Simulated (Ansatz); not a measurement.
Tc:
```cif
data_Tc2
_chemical_formula_sum 'Tc2'
_space_group_name_H-M_alt 'P 1'
_space_group_IT_number 1
_cell_length_a 2.70966
_cell_length_b 2.70966
_cell_length_c 4.33180
_cell_angle_alpha 90.000
_cell_angle_beta 90.000
_cell_angle_gamma 120.000
loop_
_space_group_symop_operation_xyz
  'x, y, z'
loop_
_atom_site_label
_atom_site_type_symbol
_atom_site_fract_x
_atom_site_fract_y
_atom_site_fract_z
_atom_site_occupancy
Tc1 Tc 0.33333 0.66667 0.75000 1
Tc2 Tc 0.66667 0.33333 0.25000 1
```

Relaxed with LDA.

**Question.** Which orbitals make up the states near the Fermi level in LDA (plane waves, PAW; program Ansatz)?

**Answer.** Within 0.5 eV of the Fermi level: Tc 4d 89 %, Tc 5s 6 %. Projections are on Löwdin-orthogonalised atomic valence shells; empty p or d shells of many metals are not among them.

**Question.** Tabulate the density of states.

**Answer.** States/eV per cell of 2 atoms, in 0.25 eV bins, energy from the Fermi level.

```
E (eV)  total  Tc 4d  Tc 5s  Tc 4p
------  -----  -----  -----  -----
-7.60    0.00   0.00   0.00   0.00
-7.35    0.03   0.00   0.03   0.00
-7.10    0.07   0.00   0.06   0.00
-6.85    0.10   0.00   0.08   0.00
-6.60    0.12   0.00   0.11   0.00
-6.35    0.15   0.00   0.13   0.00
-6.10    0.18   0.01   0.16   0.00
-5.85    0.34   0.12   0.20   0.01
-5.60    1.16   0.81   0.31   0.01
-5.35    2.21   1.62   0.53   0.02
-5.10    2.67   2.08   0.52   0.03
-4.85    2.99   2.45   0.48   0.03
-4.60    2.64   2.19   0.40   0.03
-4.35    2.03   1.72   0.27   0.02
-4.10    1.71   1.47   0.20   0.02
-3.85    2.49   2.21   0.23   0.03
-3.60    2.73   2.43   0.24   0.03
-3.35    2.01   1.85   0.11   0.02
-3.10    2.60   2.38   0.14   0.03
-2.85    2.54   2.29   0.17   0.03
-2.60    1.43   1.27   0.11   0.02
-2.35    1.19   1.10   0.06   0.01
-2.10    3.05   2.84   0.13   0.02
-1.85    3.17   2.92   0.17   0.02
-1.60    2.42   2.23   0.12   0.02
-1.35    2.82   2.59   0.15   0.02
-1.10    3.02   2.79   0.15   0.02
-0.85    2.59   2.36   0.14   0.02
-0.60    3.09   2.78   0.18   0.02
-0.35    2.61   2.34   0.15   0.02
-0.10    2.06   1.84   0.12   0.01
0.15     1.71   1.52   0.10   0.01
0.40     1.66   1.47   0.10   0.01
0.65     1.54   1.38   0.08   0.01
0.90     1.48   1.35   0.06   0.00
1.15     1.39   1.28   0.05   0.00
1.40     1.35   1.25   0.05   0.00
1.65     1.37   1.28   0.04   0.00
1.90     1.53   1.44   0.05   0.00
2.15     1.80   1.71   0.05   0.00
2.40     2.15   2.05   0.06   0.00
2.65     2.46   2.35   0.08   0.00
2.90     3.07   2.95   0.09   0.00
3.15     3.47   3.33   0.11   0.00
3.40     2.70   2.56   0.11   0.00
3.65     0.89   0.73   0.13   0.00
3.90     0.54   0.35   0.14   0.00
4.15     0.52   0.31   0.15   0.00
4.40     0.51   0.28   0.16   0.00
4.65     0.52   0.26   0.17   0.00
```

Space group P6_3/mmc (hcp (Mg type)). The cell was relaxed with LDA under the symmetry of its start. The run is not spin-polarised. Spin–orbit coupling is left out wherever it is not named.

Potentials: the earlier of the program's two PAW sets.
